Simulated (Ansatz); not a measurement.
Here is the system:

TiRh$_{3}$:
```
TiRh3
1.0
   -1.91287     1.91287     3.77407
    1.91287    -1.91287     3.77407
    1.91287     1.91287    -3.77407
Rh Ti
3 1
Direct
  0.50000   0.50000   0.00000
  0.75000   0.25000   0.50000
  0.25000   0.75000   0.50000
  0.00000   0.00000   0.00000
```

This is the PBEsol-relaxed structure.

**Question.** All from DFT-PBEsol in the program Ansatz with PAW potentials, unless another level is named. Predict the highest zone-centre frequency.

**Answer.** 217 cm⁻¹.

**Question.** What about the bulk modulus (Birch–Murnaghan fit)?

**Answer.** 253 GPa.

Space group I4/mmm. A made-up cell: these elements were put on the sites of a structure type; neither database checked (COD, Materials Project) lists it. COD files the formula under space group No. 221. Whether it is the stable phase at ambient conditions was not checked. The PBEsol relaxation kept the symmetry of its start; whether a distortion lowers the energy is not shown. The run is not spin-polarised. As this level gives no gap, phonon frequencies hold no LO–TO term and depend on the k-mesh and smearing (Fermi–Dirac, 0.1 eV here).

Potentials: the earlier of the program's two PAW sets. The files were generated under PBE; for other functionals the program regenerates the frozen cores, and for LDA and PBEsol the local potential too.
